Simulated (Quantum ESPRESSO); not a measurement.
## RhZr3Ti2MoSn (different elements on one site, starting from this cell)

A calculation, not a measurement. The program is pw.x of Quantum ESPRESSO 7.5 (plane-wave density functional theory). The cell is made up: eight metal atoms on a face-centred cubic lattice, with elements, volume, strain and displacements drawn at random and not relaxed, so it may be unstable or far from any real phase. PseudoDojo standard norm-conserving files set the functional (PBE unless stated); there is no spin polarisation or spin-orbit coupling, the Fermi-Dirac width of 0.25 eV means electrons at about 2900 K, and the masses in the input are unused placeholders. The tin pseudopotential is less sure than most, with forces differing by about three percent from a second method on plain tin. Heavy elements are run without spin-orbit coupling, which real alloys of them have. A spin test at this wide smearing found no moment, but such smearing suppresses magnetism that the real alloy may have.

The runs put different elements on site 1. Cell, positions, cutoff, mesh and smearing stay as in the input of run 1; sites are counted in its order. Stress in the tables is positive in tension.

Input of run 1:

```
&control calculation='scf', pseudo_dir='./dojo.nc.sr.pbe.v0_5.standard.upf', outdir='./o', disk_io='minimal', tprnfor=.true., tstress=.true. /
&system ibrav=0, nat=8, ntyp=5, nbnd=70, ecutwfc=87.97787729, nosym=.true., tot_charge=0,
 occupations='smearing', smearing='fd', degauss=0.0183746611
/
&electrons conv_thr=1.470e-08, electron_maxstep=70, mixing_beta=0.5 /
ATOMIC_SPECIES
Mo 1.0 Mo.upf
Rh 1.0 Rh.upf
Sn 1.0 Sn.upf
Ti 1.0 Ti.upf
Zr 1.0 Zr.upf
CELL_PARAMETERS angstrom
-0.0328 4.3693 4.3303
4.2322 -0.0408 4.3383
4.192 4.3371 -0.0007
ATOMIC_POSITIONS angstrom
Rh -0.0548 -0.0174 -0.0309
Zr 2.0682 2.1866 0.0147
Ti 2.1778 0.0583 2.1523
Mo 4.1301 2.1176 2.0054
Zr -0.0092 2.1696 2.1619
Zr 2.1997 4.3878 2.3615
Ti 2.1002 2.1893 4.3366
Sn 4.1426 4.3065 4.1725
K_POINTS automatic
5 5 5 1 1 1
```

| run | elements on sites 1 to 8 | -TS (eV) | pressure (GPa) | stress xx (GPa) | stress yy (GPa) | stress zz (GPa) | stress yz (GPa) | stress xz (GPa) | stress xy (GPa) | iterations |
| --- | --- | --- | --- | --- | --- | --- | --- | --- | --- | --- |
| 1 | Rh Zr Ti Mo Zr Zr Ti Sn | -2.073 | -3.67 | 4.28 | 4.27 | 2.47 | 1.71 | -2.62 | -0.11 | 19 |
| 2 | Mo Zr Ti Mo Zr Zr Ti Sn | -2.146 | -1.37 | 1.33 | 2.27 | 0.51 | 0.94 | -2.55 | -0.07 | 18 |
| 3 | Zr Zr Ti Mo Zr Zr Ti Sn | -2.103 | 4.61 | -4.72 | -3.75 | -5.37 | -0.03 | -2.39 | -0.55 | 17 |
| 4 | Sn Zr Ti Mo Zr Zr Ti Sn | -1.865 | 2.38 | -1.88 | -2.07 | -3.20 | -0.12 | -1.93 | -1.31 | 17 |
| 5 | W Zr Ti Mo Zr Zr Ti Sn | -2.093 | -1.57 | 1.30 | 2.59 | 0.83 | 0.61 | -2.43 | -0.26 | 19 |

Forces Fx Fy Fz (eV/Å):

| site | run 1 | run 2 | run 3 | run 4 | run 5 |
| --- | --- | --- | --- | --- | --- |
| 1 | 0.03 0.19 -0.05 | 0.12 0.11 0.05 | 0.18 0.22 0.17 | 0.19 0.45 0.24 | 0.14 0.10 0.08 |
| 2 | 0.02 0.26 -0.17 | -0.14 0.30 -0.27 | -0.09 0.09 -0.22 | -0.10 0.12 -0.17 | -0.18 0.30 -0.29 |
| 3 | 0.11 -0.32 0.01 | 0.03 -0.38 -0.06 | -0.16 -0.27 -0.38 | -0.27 -0.29 -0.47 | 0.01 -0.40 -0.06 |
| 4 | 0.38 0.23 0.70 | 0.51 0.24 0.70 | 0.40 0.15 0.80 | 0.28 -0.06 0.87 | 0.53 0.25 0.69 |
| 5 | 0.27 0.68 -0.15 | 0.23 0.77 -0.12 | 0.22 0.71 -0.05 | 0.26 0.75 0.06 | 0.22 0.79 -0.11 |
| 6 | -2.79 -0.46 -2.88 | -2.81 -0.36 -2.88 | -2.62 -0.32 -2.84 | -2.37 -0.46 -2.98 | -2.80 -0.35 -2.89 |
| 7 | -0.04 -0.43 0.18 | -0.01 -0.50 0.21 | -0.04 -0.41 0.17 | -0.01 -0.35 0.13 | 0.00 -0.51 0.21 |
| 8 | 2.03 -0.15 2.36 | 2.08 -0.18 2.36 | 2.10 -0.17 2.34 | 2.02 -0.17 2.31 | 2.08 -0.18 2.36 |

Energies are left out, as each element's file has its own zero. A rerun of one cell of this series at a higher cutoff and on a denser mesh moved values by no more than 0.005 eV in energy, 0.02 GPa in stress and 0.004 eV/Å in force, and a second program with other atomic files agreed on that cell to 2 % rms in force and 0.5 GPa in pressure.